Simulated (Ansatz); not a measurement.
**SrCl₂: excitons and shallow donors from band masses and screening**

Level of theory: DFT PBE, scalar-relativistic, plane waves, PAW in Ansatz.

Plane waves to 420 eV, a k mesh through Γ of 6×6×6 on the computed 3-atom cell and Gaussian smearing (0.02 eV); no spin polarisation.

Relaxed cell: Fm-3m, a = 7.038 Å, b = 7.038 Å, c = 7.038 Å, α = 90.00°, β = 90.00°, γ = 90.00°, 3 atoms in the primitive cell. Whether it is the stable form of this composition wasn't checked.

The calculation gives a Kohn–Sham gap of 5.24 eV, an electron mass of 0.385 mₑ and a hole mass of 1.11 mₑ (harmonic means over x, y, z and over the bands degenerate at each edge), and ε∞ = 3.17 (independent particles, mean of the diagonal). The masses depend on direction at the band edges, which the isotropic model averages.

Problem. Estimate the binding energy and radius of a Wannier–Mott exciton and of a shallow donor, and say whether the hydrogenic model can hold.

Solution. The reduced mass is μ = mₙmₕ/(mₙ + mₕ) = 0.286 mₑ, with mₙ and mₕ the band masses. With E_b = 13.606 eV × μ/ε² and a = 0.529 Å × ε/μ (μ in mₑ) the exciton has E_b = 387 meV and a = 5.9 Å. For a donor μ is the electron mass: 522 meV and 4.4 Å. The radius isn't large against the shortest lattice vector (4.98 Å), so the continuum picture is doubtful and the numbers are only a scale. In a polar crystal the ions screen too, so a state bound more weakly than an optical phonon feels the larger static constant, which lowers the energy and widens the orbit. The other way, the small Kohn–Sham gap and the missing local fields make ε∞ too large and the masses tend to be too light, which underbinds. The edges lie at different points of the zone, so the exciton is indirect.

Cost: 4 runs of about 0.71 core-minutes in all, on Arm Neoverse V1 (shared hosts).